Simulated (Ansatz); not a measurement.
CdTe:
```yaml
crystal:
  lattice:
    - [4.58346, 0.00000, 0.00000]
    - [-2.29173, 3.96939, 0.00000]
    - [0.00000, 0.00000, 7.51527]
  atoms:
    - { symbol: Cd, position: [0.33333, 0.66667, 0.00027] }
    - { symbol: Cd, position: [0.66667, 0.33333, 0.50027] }
    - { symbol: Te, position: [0.33333, 0.66667, 0.37473] }
    - { symbol: Te, position: [0.66667, 0.33333, 0.87473] }
```

x, y and z are the axes in which the lattice vectors are written.

Problem. Give the proper piezoelectric stress tensor with relaxed ions from the program Ansatz at the PBEsol level (PAW).

Solution. In C/m², rows x, y, z, Voigt columns; mesh uncertainty up to 0.01.
```
 0.00   0.00   0.00   0.00  -0.03   0.00
 0.00   0.00   0.00  -0.03   0.00   0.00
-0.07  -0.07   0.05   0.00   0.00   0.00
```

The elastic tensor of the same run (GPa):

```
      1     2     3     4     5     6
-  ----  ----  ----  ----  ----  ----
1  60.4  34.1  27.7   0.0   0.0   0.0
2  34.1  60.4  27.7   0.0   0.0   0.0
3  27.7  27.7  70.3   0.0   0.0   0.0
4   0.0   0.0   0.0  11.5   0.0   0.0
5   0.0   0.0   0.0   0.0  11.5   0.0
6   0.0   0.0   0.0   0.0   0.0  13.2
```

Problem. Convert to strain constants d = e·S.

Solution. In pC/N:
```
 0.0   0.0   0.0   0.0  -2.9   0.0
 0.0   0.0   0.0  -2.9   0.0   0.0
-1.3  -1.3   1.7   0.0   0.0   0.0
```

Space group P6_3mc (wurtzite). The workflow started from a Materials Project entry (that database holds measured and hypothetical structures alike); the Crystallography Open Database copy checked does not list it. It is not the phase usual at ambient conditions (space group No. 216). The cell was relaxed with PBEsol under the symmetry of its start; its stability against distortions is not shown here. Scalar-relativistic: spin–orbit coupling is off unless named, which matters more the heavier the elements.

Potentials: the earlier of the program's two PAW sets.
